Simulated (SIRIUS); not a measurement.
A self-consistent single point of CsIn₅S₈ (C2/m, 14 atoms in the cell; from Materials Project mp-22007, changed as shown) with SIRIUS.

Computed with LDA (PW92), GBRV LDA ultrasoft pseudopotentials (plane waves; SIRIUS).

The change in words: lattice scaled by 0.97. Reference geometry (C2/m):
```yaml
crystal:
  lattice:
    - [9.59849, -1.94580, 0.00000]
    - [9.59849, 1.94580, 0.00000]
    - [-1.97026, 0.00000, 9.16180]
  atoms:
    - { symbol: Cs, position: [0.50000, 0.50000, 0.50000] }
    - { symbol: In, position: [0.00000, 0.00000, 0.00000] }
    - { symbol: In, position: [0.34909, 0.34909, 0.06633] }
    - { symbol: In, position: [0.65091, 0.65091, 0.93367] }
    - { symbol: In, position: [0.29036, 0.29036, 0.65986] }
    - { symbol: In, position: [0.70964, 0.70964, 0.34014] }
    - { symbol: S, position: [0.83297, 0.83297, 0.51621] }
    - { symbol: S, position: [0.16703, 0.16703, 0.48379] }
    - { symbol: S, position: [0.92111, 0.92111, 0.19448] }
    - { symbol: S, position: [0.07889, 0.07889, 0.80552] }
    - { symbol: S, position: [0.58155, 0.58155, 0.13771] }
    - { symbol: S, position: [0.41845, 0.41845, 0.86229] }
    - { symbol: S, position: [0.76450, 0.76450, 0.84760] }
    - { symbol: S, position: [0.23550, 0.23550, 0.15240] }
```

Reference input (self-consistent single point, DFT, LDA (PW92), plane waves, GBRV LDA ultrasoft pseudopotentials): parameters.ngridk = 3 3 2; parameters.xc_functionals = [XC_LDA_X, XC_LDA_C_PW]; parameters.gk_cutoff = 6.325 1/bohr; parameters.pw_cutoff = 14.143 1/bohr; parameters.smearing = gaussian; parameters.smearing_width = 0.00183747 Ha; potentials = GBRV LDA ultrasoft pseudopotentials; parameters.electronic_structure_method = pseudopotential; parameters.num_bands = 73; parameters.num_mag_dims = 0; parameters.num_dft_iter = 100; parameters.energy_tol = 1e-07 Ha. This run's input differs from it in these lines:

```diff
@@ -32,5 +32,5 @@
     "lattice_vectors": [
-      [18.1385078613, -3.6770290933, 0.0],
-      [18.1385078613, 3.6770290933, 0.0],
-      [-3.7232499046, 0.0, 17.3132946983]
+      [17.5943517751, -3.5667182205, 0.0],
+      [17.5943517751, 3.5667182205, 0.0],
+      [-3.6115519728, 0.0, 16.7938959141]
     ],
@@ -45,3 +45,3 @@
       "Cs": [
-        [16.276882909, 0.0, 8.6566473492]
+        [15.7885757887, 0.0, 8.396947957]
       ],
@@ -49,16 +49,16 @@
         [0.0, 0.0, 0.0],
-        [12.4169802525, 0.0, 1.1483908373],
-        [20.1367855656, 0.0, 16.164903861],
-        [8.0765706032, -0.0, 11.4243506396],
-        [24.4771952149, 0.0, 5.8889440587]
+        [12.04447028, -0.0, 1.113939116],
+        [19.5326812974, -0.0, 15.6799567981],
+        [7.8342732781, 0.0, 11.0816201579],
+        [23.7428782994, -0.0, 5.7122757562]
       ],
       "S": [
-        [28.2956869533, -0.0, 8.9372958562],
-        [4.2580788648, -0.0, 8.3759988421],
-        [32.6910243109, 0.0, 3.3670895529],
-        [-0.1372584928, 0.0, 13.9462051454],
-        [20.5841697492, -0.0, 2.3842138129],
-        [11.9695960689, -0.0, 14.9290808854],
-        [24.5779519009, 0.0, 14.6747485863],
-        [7.9758139172, 0.0, 2.638546112]
+        [27.4468151523, -0.0, 8.6691770098],
+        [4.1303364251, -0.0, 8.1247189043],
+        [31.7102920995, -0.0, 3.2660768774],
+        [-0.1331405221, -0.0, 13.5278190367],
+        [19.9666437275, -0.0, 2.3126874063],
+        [11.61050785, 0.0, 14.4812085077],
+        [23.840612412, -0.0, 14.2345061768],
+        [7.7365391654, -0.0, 2.5593897373]
       ]
```

The program printed (abridged):

```
[find] density tolerance         : 1e-06
[find] total energy tolerance    : 1e-07
[find] iter_solver_tol (initial) : 0.01
[find] iter_solver_tol (target)  : 1e-13
[find] num_dft_iter              : 100
Charges and magnetic moments
--------------------------------------------------------------------------------
total charge          : 122.000000
[find] | SCF iteration   0 out of 100|
[diagonalize] iterative solver tolerance (occupied, empty): 0.01 0.01
[diagonalize] average number of iterations: 3
[find] Charges and magnetic moments
[find] total charge          : 122.000000
[find] Energy
   [... lines left out ...]

[find] Charges and magnetic moments
[find] total charge          : 122.000000
[find] Energy
[find] smearing (-TS)                 :      -0.00000000
[find] Total energy                   :    -461.05958319 (Ha),    -922.11916638 (Ry)
[find] Free energy (E-TS)             :    -461.05958319 (Ha),    -922.11916638 (Ry)
[find] band gap (eV)                  :       1.63657589
[find] Efermi                         :       0.31086431
[find] iteration : 30, RMS (target) : 8.8883e-07 (1.0000e-06) , energy difference (target) : -4.0825e-10 (1.0000e-07)
[find] bands are converged : true
[find] iterative solver converged : false
[find] converged after 31 SCF iterations!
[find] Charges and magnetic moments
[find] total charge          : 122.000000
[find] Energy
[find] smearing (-TS)                 :      -0.00000000
[find] Total energy                   :    -461.05958319 (Ha),    -922.11916638 (Ry)
[find] Free energy (E-TS)             :    -461.05958319 (Ha),    -922.11916638 (Ry)
[find] band gap (eV)                  :       1.63657589
[find] Efermi                         :       0.31086431
[ground_state] === stress tensor components [kbar] ===
[ground_state] === stress_total ===
[ground_state]   -28.969569    0.000000    2.600218
[ground_state]     0.000000  -44.221791    0.000000
[ground_state]     2.600218    0.000000  -26.195114
[ground_state] ==== total Forces in Ha/bohr =====
   [... lines left out ...]
[ground_state] atom:    9, force:      -0.0040091      0.0000000     -0.0133369
[ground_state] atom:   10, force:      -0.0001938      0.0000000      0.0092211
[ground_state] atom:   11, force:       0.0001938      0.0000000     -0.0092211
[ground_state] atom:   12, force:       0.0057071      0.0000000      0.0005442
[ground_state] atom:   13, force:      -0.0057071     -0.0000000     -0.0005442
```

The run converged in 31 iterations. SIRIUS prints the stress tensor with tension positive. Against the reference run the free energy goes up by 1.5 meV/atom, the pressure goes from -3.43 to 3.31 GPa and the largest force goes from 0.248 to 0.716 eV/Å.

This run is one point of a test of settings, so its values need not be converged; read them against the reference run alone. The structure comes from a collection of computed structures, made at another level of theory; the collection holds predicted forms beside known ones.

Cost on one core: around 5 core-minutes (rough).

The gap that the log prints is read on the run's mesh, which can miss the band edges or a crossing.
